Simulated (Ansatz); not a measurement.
TaW (rock salt, space group No. 225), DFT-r²SCAN in the program Ansatz with PAW potentials, all energies at zero smearing, with the estimated change up to a 700 eV cutoff added, with one set of potentials and settings (totals compare only within such a set). Cell of 2 atoms (1 Ta, 1 W): -20339.101 eV.

```csv
element,reference phase,E (eV/atom)
Ta,"Im-3m, 1 atoms in the cell",-9944.3222
W,"Im-3m, 1 atoms in the cell",-10397.2967
```

Formation energy per atom, worked out: (-20339.101 − 1×(-9944.3222) − 1×(-10397.2967))/2 = 1.259 eV/atom (121 kJ per mol of atoms), at 0 K, without zero-point energy or fitted corrections.

Space group Fm-3m (rock salt). The start of the workflow was typed in or built on a structure type; neither database checked (COD, Materials Project) lists it. Whether it is the stable phase at ambient conditions was not checked. The cell was relaxed with r²SCAN under the symmetry of its start. At this level the phase is mechanically unstable. No spin polarisation was allowed. Its formation energy is positive at this level, so the cell may be metastable or incomplete. The references are the lowest solids computed at this level, not always the standard phases. Spin–orbit coupling is left out wherever it is not named.

Potentials: the later of the program's two PAW sets.
